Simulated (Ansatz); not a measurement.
CdS (P6_3mc) from a database structure (r2SCAN geometry), in Ansatz:

```cif
data_structure
_symmetry_space_group_name_H-M 'P6_3mc'
_symmetry_Int_Tables_number 186
_cell_length_a 4.1646
_cell_length_b 4.1646
_cell_length_c 6.7662
_cell_angle_alpha 90.000
_cell_angle_beta 90.000
_cell_angle_gamma 120.000
_cell_volume 101.63
loop_
_atom_site_label
_atom_site_type_symbol
_atom_site_symmetry_multiplicity
_atom_site_Wyckoff_symbol
_atom_site_fract_x
_atom_site_fract_y
_atom_site_fract_z
_atom_site_occupancy
Cd1 Cd 2 b 0.66667 0.33333 0.50005 1
S1 S 2 b 0.66667 0.33333 0.87695 1
```

G0W0@PBE with 753 empty bands, a screening cutoff of 220 eV and a 6×6×4 mesh (PAW, contour deformation) gives 2.006 eV over the mesh points, from a PBE gap of 1.172 eV; it sums over 779 bands with 725 plane waves in the screening and a wave cutoff of 420 eV. The G0W0 figures hold for the stated bands, cutoff and mesh and aren't extrapolated. The values are computed, spin-unpolarised, and not measurements.

Question: Estimate the gap with frequency model Godby-Needs pole.

Answer: 2.019 eV (+0.013 eV), from a Kohn-Sham gap of 1.172 eV.

Question: Estimate the gap with starting point PBE0.

Answer: 2.787 eV (+0.781 eV), from a Kohn-Sham gap of 2.833 eV.

Spin-orbit coupling is left out.

The program warns that the k mesh is coarse for exact exchange in some of these runs, so their gaps aren't converged.

With a shallow d shell on the cation, G0W0 converges slowly in bands and cutoff, so these values are in doubt.
